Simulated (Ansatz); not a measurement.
Ionic part of the dielectric constant of LiF at 5 GPa, mode by mode

Method: Ansatz, DFT LDA, scalar-relativistic, plane waves, PAW. Cutoff 420 eV, 10×10×10 k-points (Γ-centred), fixed occupations. No spin polarisation. Phonons by linear response, acoustic sum rule imposed.

The structure is cubic, space group Fm-3m (No. 225). The conventional cell has a = 3.842 Å, b = 3.842 Å, c = 3.842 Å, α = 90.00°, β = 90.00°, γ = 90.00°. Around Li (site symmetry m-3m) lie 6 F at 1.92 Å. Around F (site symmetry m-3m) lie 6 Li at 1.92 Å.

The primitive cell has V = 14.18 Å³ and ε∞,zz = 2.134. Each polar mode adds Δε = (4.92064×10⁷/V)·S/ν² along z, with S its oscillator strength in e²/amu, ν in cm⁻¹ and V in Å³.

**Question.** From these modes, find each Δε and ε0,zz.
```
ν (cm⁻¹) S_zz (e²/amu)
   385.7         0.2106
```

**Answer.**
```
ν (cm⁻¹)    Δε
   385.7  4.91
```

The sum is 4.913, so ε0,zz = 7.05; the run's tensor has 7.05.

**Question.** Where do the longitudinal modes lie for a wave vector along z?

**Answer.** At 701 cm⁻¹. The Lyddane–Sachs–Teller product Π(ν_LO/ν_TO)² = 3.30 matches ε0/ε∞ = 3.30.